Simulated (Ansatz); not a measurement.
**YCo2Si2, a known structure type with other elements, at an estimated volume**

```
Y Si Co
1.0
     0.00000    4.01697    0.00000
     4.01697    0.00000    0.00000
     2.00849    2.00849   -4.99650
Y Si Co
1 2 2
Direct
  0.00000 0.00000 0.00000
  0.37800 0.37800 0.24400
  0.62200 0.62200 0.75600
  0.75000 0.25000 0.50000
  0.25000 0.75000 0.50000
```

The numbers come from plane-wave PAW DFT (Ansatz): r2SCAN, no spin polarisation, 500 eV, 9×9×9 Γ-centred k points, fermi-dirac occupations (width 0.0133 eV). Nothing was relaxed.

- Stress: The pressure is -15.1 GPa (compression positive), so with the atoms held at these fractions the cell would first shrink; the forces are large, so a full relaxation may end otherwise. The principal stresses -16.0, -16.0, -13.4 GPa differ, so its shape would change too.
- Forces: The largest is on Si2 (and as large on other atoms): 1.56 eV/Å, components (0.00, 0.00, -1.56). It makes 58° with the line to a nearest neighbour, Co4 at 2.38 Å.
- Electronic structure: It is a metal, with about 2.7 states/eV a cell as the mean within 0.25 eV of the Fermi level, mostly Co d (59 %), Y d (18 %) and Si p (15 %).
- Charges: Bader charges in e: Y +1.77, Co -0.42, Si -0.47. In the mean Y gives up most and Si takes most.

Origin: a known structure type with other elements, at an estimated volume, so it need not be a known compound. Caveats: no spin polarisation, so a magnetic state may lie lower; atoms or cell far from equilibrium.
